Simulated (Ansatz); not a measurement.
## P₂W: computed property card

P$_{2}$W:
```
CELL_PARAMETERS angstrom
      1.56570    -5.54027     0.00000
      1.56570     5.54027     0.00000
      0.00000     0.00000     4.93285
ATOMIC_POSITIONS crystal
  P  0.06998 0.93002 0.38257
  P  0.93002 0.06998 0.88257
  P  0.79713 0.20287 0.20047
  P  0.20287 0.79713 0.70047
  W  0.40670 0.59330 0.49996
  W  0.59330 0.40670 0.99996
```

Space group Cmc2_1 (No. 36); conventional cell a = 3.1314 Å, b = 11.0805 Å, c = 4.9329 Å, α = β = γ = 90.00°.

Method: LDA in the plane-wave PAW code Ansatz. Geometry: relaxed at this level of theory. Other levels are named where they apply.

Cell and energy:

```
Item                                                          Result
-----------------------------------------------------  -------------
Volume per atom                                             14.26 Å³
Density                                                   9.54 g/cm³
Formation energy from the elements (no fitted shifts)  -0.51 eV/atom
```

Electronic structure:

```
Property                                                                    Result
------------------------------------  --------------------------------------------
Electronic character                                             metallic (no gap)
Density of states at the Fermi level  0.19 states/eV per atom (mean over ±0.08 eV)
```

Mechanics:

```
Item                                  Value
----------------------------------  -------
Bulk modulus (Birch–Murnaghan fit)  208 GPa
Pressure derivative B′                  4.0
```

The first step of the workflow began from a Materials Project structure, measured or hypothetical; the Crystallography Open Database files this formula in space group No. 36, but the cells were not matched. Its standing as an ambient phase is unchecked. The cell was relaxed with LDA under the symmetry of its start; whether a distortion lowers the energy is not shown. The run is not spin-polarised. The references are the lowest solids computed at this level, not always the standard phases. Scalar-relativistic: spin–orbit coupling is off unless named, which matters more the heavier the elements.

Potentials: the later of the program's two PAW sets.
